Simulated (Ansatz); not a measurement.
An element in the bcc structure gives these cold pressures by all-electron LAPW under PBEsol (Ansatz 0.2.0, scalar-relativistic, no spin polarisation).

```
V (Å³/atom)  P (GPa)
       6.42    -0.06
       5.78     28.0
       5.14     74.7
       4.50    154.8
       3.85    296.1
       3.21    558.9
       2.57     1122
```

**Question.** Which element is it?

**Answer.** C. Its zero-pressure volume in this structure is near 6.4 Å³/atom; the volume and the steepness of P(V) together point to it, though neighbours can come close. Neighbours weren't tried against these numbers.
